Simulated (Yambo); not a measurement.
Yambo run on WZnO$_{4}$ (space group P2/c, No. 13). The wavefunctions come from this Quantum ESPRESSO step (PBEsol, PseudoDojo standard norm-conserving files, scalar-relativistic):

```
&CONTROL
  calculation = 'nscf'
  pseudo_dir = './pseudo'
  outdir = './out'
/
&SYSTEM
  ibrav = 0
  nat = 12
  ntyp = 3
  ecutwfc = 84.0
  ecutrho = 336.0
  occupations = 'fixed'
  force_symmorphic = .true.
  nbnd = 226
/
&ELECTRONS
  conv_thr = 1.2000000000000002e-08
  diago_full_acc = .true.
  diago_thr_init = 1e-08
/
ATOMIC_SPECIES
O 15.9990 O.upf
Zn 65.3800 Zn.upf
W 183.8400 W.upf
CELL_PARAMETERS angstrom
  4.676720000000   0.000000000000   0.000000000000
  0.000000000000   5.729710000000   0.000000000000
 -0.050496000000   0.000000000000   4.936192000000
ATOMIC_POSITIONS crystal
O   0.782690000000   0.106430000000   0.064920000000
O   0.217310000000   0.893570000000   0.935080000000
O   0.217310000000   0.106430000000   0.435080000000
O   0.782690000000   0.893570000000   0.564920000000
O   0.743070000000   0.376110000000   0.597340000000
O   0.256930000000   0.623890000000   0.402660000000
O   0.256930000000   0.376110000000   0.902660000000
O   0.743070000000   0.623890000000   0.097340000000
Zn   0.500000000000   0.676360000000   0.750000000000
Zn   0.500000000000   0.323640000000   0.250000000000
W   0.000000000000   0.181130000000   0.750000000000
W  -0.000000000000   0.818870000000   0.250000000000
K_POINTS automatic
4 2 2 0 0 0
```

Yambo input:

```
rim_cut
gw0
dyson
el_el_corr
HF_and_locXC
ppa
em1d
RandQpts= 1000000
RandGvec= 1 Ry
EXXRLvcs= 84 Ry
VXCRLvcs= 336 Ry
Chimod= "HARTREE"
% BndsRnXp
 11 | 225 |
%
NGsBlkXp= 7 Ry
% LongDrXp
 1.0 | 1.0 | 1.0 |
%
PPAPntXp= 27.2114 eV
% GbndRnge
 1 | 225 |
%
GTermKind= "BG"
DysSolver= "n"
ExtendOut
% QPkrange
 1 | 1 | 58 | 59 |
 3 | 3 | 58 | 59 |
 4 | 4 | 58 | 59 |
 9 | 9 | 58 | 59 |
 10 | 10 | 58 | 59 |
 11 | 11 | 58 | 59 |
 12 | 12 | 58 | 59 |
%
```

k points by index: 1 = Γ, 3 = (0, -0.5, 0), 4 = (0, -0.5, -0.5), 9 = (-0.5, 0, 0), 10 = (-0.5, 0, -0.5), 11 = (-0.5, -0.5, 0), 12 = (-0.5, -0.5, -0.5).

The o-*.qp file then holds:

```
#    K-point    Band    Eo [eV]    E [eV]    E-Eo [eV]    Vxc [eV]    Vnlxc [eV]    Sc|Eo [eV]    Sc|E [eV]    dSc/dw|Eo [eV]    Re(Z)    Im(Z)
#
    1    58    -0.252432    -0.706227    -0.453794    -20.68687    -25.81021    4.542545    4.669547    -7.613596    0.781373    -0.001282
    1    59    3.348751    4.582390    1.233639    -17.71975    -12.66151    -3.540822    -3.824603    -6.259175    0.812993    -0.001089
    3    58    0.000000    -0.505849    -0.505849    -21.97430    -27.22147    4.601754    4.741316    -7.505783    0.783800    -0.001242
    3    59    2.893963    4.091284    1.197321    -17.37229    -11.92341    -3.987652    -4.251560    -5.997359    0.819403    -0.001075
    4    58    -0.271073    -0.881073    -0.610000    -22.55960    -27.93997    4.603029    4.770367    -7.463366    0.784759    -0.001227
    4    59    3.367382    4.588442    1.221059    -17.63458    -12.14907    -3.987666    -4.264451    -6.167691    0.815221    -0.001131
    9    58    -0.151362    -0.616451    -0.465089    -20.16182    -25.52217    4.762165    4.895256    -7.784789    0.777551    -0.001333
    9    59    3.559914    4.874068    1.314154    -18.23127    -12.71847    -3.889909    -4.198650    -6.392241    0.809772    -0.001567
    10    58    -0.213264    -0.716803    -0.503538    -21.11037    -26.43356    4.677350    4.819652    -7.688191    0.779703    -0.001275
    10    59    3.671326    4.919545    1.248219    -18.04918    -12.70022    -3.809560    -4.100745    -6.347348    0.810857    -0.001226
    11    58    -0.225262    -0.721898    -0.496636    -20.34778    -25.82102    4.834193    4.976611    -7.801252    0.777185    -0.001326
    11    59    3.420946    4.684202    1.263256    -18.13376    -12.56545    -4.013485    -4.305049    -6.279972    0.812488    -0.001227
    12    58    -0.330197    -0.839364    -0.509166    -20.75478    -26.06479    4.656449    4.800843    -7.714967    0.779105    -0.001297
    12    59    3.642488    4.912548    1.270060    -17.71107    -12.03235    -4.116891    -4.408654    -6.250564    0.813202    -0.001206
```
(The two width columns are left out.) Convergence of these settings isn't established.

Spin-orbit coupling is not included.

Geometry of the Materials Project entry, not relaxed at this level.
